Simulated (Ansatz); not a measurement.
LiNbO2 (space group P6_3/mmc)

```
LiNbO2
1.0
    2.87039     0.00000     0.00000
   -1.43520     2.48583     0.00000
    0.00000     0.00000    10.22534
Li Nb O
2 2 4
Direct
  0.00000   0.00000   0.00000
  0.00000   0.00000   0.50000
  0.33333   0.66667   0.75000
  0.66667   0.33333   0.25000
  0.33333   0.66667   0.12224
  0.66667   0.33333   0.87776
  0.66667   0.33333   0.62224
  0.33333   0.66667   0.37776
```

The slice is a (0001) plane (indices of the conventional cell) through the point (0.000, 0.000, 0.500) (fractional), spanned by u = [110] and v = [1 -1 0] in vectors of this cell: u (2.87 Å) and v (4.97 Å, at 90° to u). It covers one period; positions are fractions (u, v).

The numbers are results of LDA (plane waves to 420 eV, PAW, scalar-relativistic; Ansatz, a quantum-chemistry and plane-wave program), not measurements. k mesh 13×13×4. Near the nuclei the fields are pseudised (PAW); where an atom keeps semicore shells as valence, they peak there. LiNbO2 is run without spin polarisation and with no Hubbard U. LiNbO2 was relaxed with its symmetry unable to fall.

**Question.** Predict the map of the valence electron density on the slice.

**Answer.** 
| v \ u | 0.00 | 0.12 | 0.25 | 0.38 | 0.50 | 0.62 | 0.75 | 0.88 |
|---|---|---|---|---|---|---|---|---|
| 0.93 | 0.5 | 0.0 | -1.1 | -1.1 | -1.0 | -1.1 | -1.1 | 0.0 |
| 0.86 | -0.9 | -1.1 | -1.1 | -1.0 | -0.9 | -1.0 | -1.1 | -1.1 |
| 0.79 | -1.1 | -1.1 | -1.1 | -1.0 | -1.0 | -1.0 | -1.1 | -1.1 |
| 0.71 | -1.0 | -1.0 | -1.1 | -1.1 | -1.1 | -1.1 | -1.1 | -1.0 |
| 0.64 | -0.9 | -1.0 | -1.1 | -1.1 | -0.9 | -1.1 | -1.1 | -1.0 |
| 0.57 | -1.0 | -1.1 | -1.1 | 0.0 | 0.5 | 0.0 | -1.1 | -1.1 |
| 0.50 | -1.1 | -1.1 | -0.9 | 0.5 | 1.0 | 0.5 | -0.9 | -1.1 |
| 0.43 | -1.0 | -1.1 | -1.1 | 0.0 | 0.5 | 0.0 | -1.1 | -1.1 |
| 0.36 | -0.9 | -1.0 | -1.1 | -1.1 | -0.9 | -1.1 | -1.1 | -1.0 |
| 0.29 | -1.0 | -1.0 | -1.1 | -1.1 | -1.1 | -1.1 | -1.1 | -1.0 |
| 0.21 | -1.1 | -1.1 | -1.1 | -1.0 | -1.0 | -1.0 | -1.1 | -1.1 |
| 0.14 | -0.9 | -1.1 | -1.1 | -1.0 | -0.9 | -1.0 | -1.1 | -1.1 |
| 0.07 | 0.5 | 0.0 | -1.1 | -1.1 | -1.0 | -1.1 | -1.1 | 0.0 |
| 0.00 | 1.0 | 0.5 | -0.9 | -1.1 | -1.1 | -1.1 | -0.9 | 0.5 |

Values: log₁₀ of the valence density in e/Å³. The scale is logarithmic, as a density can span decades between atoms and voids.
